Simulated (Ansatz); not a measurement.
A relaxation computed with Ansatz, from input to last step.

```yaml
crystal:
  lattice:
    - [4.8201845982, 0.0, 0.0]
    - [-2.4100922991, 4.174402313, 0.0]
    - [0.0, 0.0, 3.0641458005]
  atoms:
    - { symbol: Na, position: [0.3333333333, 0.6666666667, 0.5] }
    - { symbol: Na, position: [0.6666666667, 0.3333333333, 0.5] }
    - { symbol: Ag, position: [0.0, 0.0, 0.0] }
basis:
  ecutwfc: 420
kpoints:
  mp_grid: { grid: [6, 6, 6] }
hamiltonian:
  xc: pbe
scf:
  occupations: { method: gaussian, width: 0.1 }
  lower_state_search: "off"
output:
  forces: true
  stress: true
  eigenvalues: true
relax:
  adjacent_minimum: "off"
  f_tol: 0.04
  max_steps: 70
  cell: { stress_tol: 0.4 }
```

```bash
ansatz run input.yaml --threads 1 --pin off --max-ram 2560MiB --backend cpu --events-out ev --progress --plain --runs-dir out
```

Computed with DFT PBE, scalar-relativistic, plane waves, PAW in Ansatz.

Of 5 frames 5 are shown, positions in Å and forces in eV/Å; the SCF threshold varies from step to step. Steps run on the plane waves of an earlier cell, with a Pulay correction in the pressure. The basis is chosen afresh for the last frame, the zero of the energies, and at times for earlier ones too; energy and pressure step there, also at an unchanged geometry.

```xyz
3
Lattice="4.8202 0.0000 0.0000 -2.4101 4.1744 0.0000 0.0000 0.0000 3.0641" Properties=species:S:1:pos:R:3:forces:R:3 pbc="T T T" step=1 free_energy_over_end_meV_per_atom=56.24 pressure_GPa=4.88
Na    0.0000    2.7829    1.5321    0.0000    0.0000    0.0000
Na    2.4101    1.3915    1.5321    0.0000    0.0000    0.0000
Ag    0.0000    0.0000    0.0000    0.0000    0.0000    0.0000
3
Lattice="4.9998 0.0000 0.0000 -2.4999 4.3300 0.0000 0.0000 0.0000 3.1526" Properties=species:S:1:pos:R:3:forces:R:3 pbc="T T T" step=2 free_energy_over_end_meV_per_atom=12.34 pressure_GPa=1.65
Na    0.0000    2.8866    1.5763    0.0000    0.0000    0.0000
Na    2.4999    1.4433    1.5763    0.0000    0.0000    0.0000
Ag    0.0000    0.0000    0.0000    0.0000    0.0000    0.0000
3
Lattice="5.1348 0.0000 0.0000 -2.5674 4.4469 0.0000 0.0000 0.0000 3.1631" Properties=species:S:1:pos:R:3:forces:R:3 pbc="T T T" step=3 free_energy_over_end_meV_per_atom=2.06 pressure_GPa=0.34
Na    0.0000    2.9646    1.5816    0.0000    0.0000    0.0000
Na    2.5674    1.4823    1.5816    0.0000    0.0000    0.0000
Ag    0.0000    0.0000    0.0000    0.0000    0.0000    0.0000
3
Lattice="5.2028 0.0000 0.0000 -2.6014 4.5058 0.0000 0.0000 0.0000 3.1344" Properties=species:S:1:pos:R:3:forces:R:3 pbc="T T T" step=4 free_energy_over_end_meV_per_atom=0.73 pressure_GPa=-0.03
Na    0.0000    3.0039    1.5672    0.0000    0.0000    0.0000
Na    2.6014    1.5019    1.5672    0.0000    0.0000    0.0000
Ag    0.0000    0.0000    0.0000    0.0000    0.0000    0.0000
3
Lattice="5.2028 0.0000 0.0000 -2.6014 4.5058 0.0000 0.0000 0.0000 3.1344" Properties=species:S:1:pos:R:3:forces:R:3 pbc="T T T" step=5 free_energy_over_end_meV_per_atom=0.00 pressure_GPa=0.03
Na    0.0000    3.0039    1.5672    0.0000    0.0000    0.0000
Na    2.6014    1.5019    1.5672    0.0000    0.0000    0.0000
Ag    0.0000    0.0000    0.0000    0.0000    0.0000    0.0000
```

The start puts this composition into another compound's structure type, which needn't suit it. At the end the space group is P6/mmm (tolerance 0.05 Å).

The run took 13 s on 1 thread of Arm Neoverse V1 (shared host), peak memory 0.34 GiB.

The k mesh is coarse.